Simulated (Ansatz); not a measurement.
Input, command and steps of an Ansatz relaxation.

```yaml
crystal:
  lattice:
    - [4.9870272149, 0.0, 0.0]
    - [-2.4935136074, 4.3188922575, 0.0]
    - [0.0, 0.0, 4.0664352855]
  atoms:
    - { symbol: Fe, position: [0.5, 0.0, 0.0], spin: 1.47 }
    - { symbol: Fe, position: [0.5, 0.5, 0.0], spin: 1.47 }
    - { symbol: Fe, position: [0.0, 0.5, 0.0], spin: 1.47 }
    - { symbol: Ge, position: [0.0, 0.0, 0.0] }
    - { symbol: Ge, position: [0.3333333333, 0.6666666667, 0.5] }
    - { symbol: Ge, position: [0.6666666667, 0.3333333333, 0.5] }
basis:
  ecutwfc: 420
kpoints:
  mp_grid: { grid: [12, 12, 10] }
hamiltonian:
  xc: pbesol
scf:
  occupations: { method: gaussian, width: 0.1 }
output:
  forces: true
  stress: true
  eigenvalues: true
  populations: true
  write_density: true
  write_potential: true
  elf: true
  volumetric_format: npy
magnetization:
  spin_polarized: true
relax:
  adjacent_minimum: "off"
  f_tol: 0.01
  max_steps: 30
  cell: { stress_tol: 0.1, fix: [volume] }
```

```bash
ansatz run input.yaml --threads 2 --pin off --max-ram 5120MiB --backend cpu --events-out ev --progress --plain --runs-dir out
```

These are results of DFT PBEsol, scalar-relativistic, plane waves, PAW (Ansatz 0.2.0), not measurements.

The volume is held at 1.06 times that of the relaxed cell.

Of 4 frames 3 are shown, positions in Å and forces in eV/Å; the SCF threshold varies from step to step. Steps run on the plane waves of an earlier cell, with a Pulay correction in the pressure. The basis is chosen afresh for the last frame, the zero of the energies, and at times for earlier ones too; energy and pressure step there, also at an unchanged geometry.

```xyz
6
Lattice="4.9870 0.0000 0.0000 -2.4935 4.3189 0.0000 0.0000 0.0000 4.0664" Properties=species:S:1:pos:R:3:forces:R:3 pbc="T T T" step=1 free_energy_over_end_meV_per_atom=0.12 pressure_GPa=-8.45
Fe    2.4935    0.0000    0.0000    0.0000    0.0000    0.0000
Fe    1.2468    2.1594    0.0000    0.0000    0.0000    0.0000
Fe   -1.2468    2.1594    0.0000    0.0000    0.0000    0.0000
Ge    0.0000    0.0000    0.0000    0.0000    0.0000    0.0000
Ge    0.0000    2.8793    2.0332    0.0000    0.0000    0.0000
Ge    2.4935    1.4396    2.0332    0.0000    0.0000    0.0000
6
Lattice="4.9829 0.0000 0.0000 -2.4915 4.3153 0.0000 0.0000 0.0000 4.0731" Properties=species:S:1:pos:R:3:forces:R:3 pbc="T T T" step=2 free_energy_over_end_meV_per_atom=0.02 pressure_GPa=-8.41
Fe    2.4915    0.0000    0.0000    0.0000    0.0000    0.0000
Fe    1.2457    2.1577    0.0000    0.0000    0.0000    0.0000
Fe   -1.2457    2.1577    0.0000    0.0000    0.0000    0.0000
Ge    0.0000    0.0000    0.0000    0.0000    0.0000    0.0000
Ge    0.0000    2.8769    2.0366    0.0000    0.0000    0.0000
Ge    2.4915    1.4384    2.0366    0.0000    0.0000    0.0000
6
Lattice="4.9794 0.0000 0.0000 -2.4897 4.3123 0.0000 0.0000 0.0000 4.0789" Properties=species:S:1:pos:R:3:forces:R:3 pbc="T T T" step=4 free_energy_over_end_meV_per_atom=0.00 pressure_GPa=-8.37
Fe    2.4897    0.0000    0.0000    0.0000    0.0000    0.0000
Fe    1.2449    2.1562    0.0000    0.0000    0.0000    0.0000
Fe   -1.2449    2.1562    0.0000    0.0000    0.0000    0.0000
Ge    0.0000    0.0000    0.0000    0.0000    0.0000    0.0000
Ge    0.0000    2.8749    2.0394    0.0000    0.0000    0.0000
Ge    2.4897    1.4374    2.0394    0.0000    0.0000    0.0000
```

It took 90 s on 2 threads of Intel(R) Xeon(R) 6975P-C (Granite Rapids), with other jobs on the host, peak memory 1.1 GiB.

Only parallel moments were tried here.